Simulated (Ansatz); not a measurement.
RuS$_{2}$:
```xyz
12
Lattice="5.5804 0.0000 0.0000 0.0000 5.5804 0.0000 0.0000 0.0000 5.5804" Properties=species:S:1:pos:R:3 pbc="T T T"
Ru     0.0000     0.0000     0.0000
Ru     2.7902     0.0000     2.7902
Ru     2.7902     2.7902     0.0000
Ru     0.0000     2.7902     2.7902
S      2.1557     2.1557     2.1557
S      0.6345     3.4247     4.9459
S      4.9459     0.6345     3.4247
S      3.4247     4.9459     0.6345
S      3.4247     3.4247     3.4247
S      4.9459     2.1557     0.6345
S      0.6345     4.9459     2.1557
S      2.1557     0.6345     4.9459
```

Relaxed with PBEsol. Plane-wave PAW PBEsol (Ansatz code) gives a gap of 0.48 eV.

Problem. What gap does HSE06 give on the same cell (Ansatz, PAW)?

Solution. 1.51 eV, 1.04 eV more. The hybrid was solved on a coarser mesh and at special points; its gap is the smallest among all of these.

```tsv
k	v1 PBEsol	c1 PBEsol	v1 HSE06	c1 HSE06
Γ	-0.27	0.48	-0.40	1.51
R	-0.76	2.33	?	?
M	-0.13	2.38	?	?
X	-0.03	2.04	?	?
```

Problem. Top valence (v1) and lowest conduction level (c1) in eV from each method's valence maximum (which need not be a listed point): supply the withheld HSE06 values.

Solution. 
- R, v1 HSE06: -0.94
- R, c1 HSE06: 3.68
- X, v1 HSE06: -0.03
- X, c1 HSE06: 3.25
- M, v1 HSE06: -0.09
- M, c1 HSE06: 3.55

Cost on shared cores: the PBEsol run (SCF on a 5×5×5 mesh, then bands and DOS) roughly 2.3 core-minutes, the HSE06 run (SCF on 3×3×3, then a few points) about 4 core-minutes (a rough figure); the tasks are unlike.

Space group Pa-3. The cell was relaxed with PBEsol under the symmetry of its start. No spin polarisation was allowed. Spin–orbit coupling is left out wherever it is not named.

Potentials: the later of the program's two PAW sets.
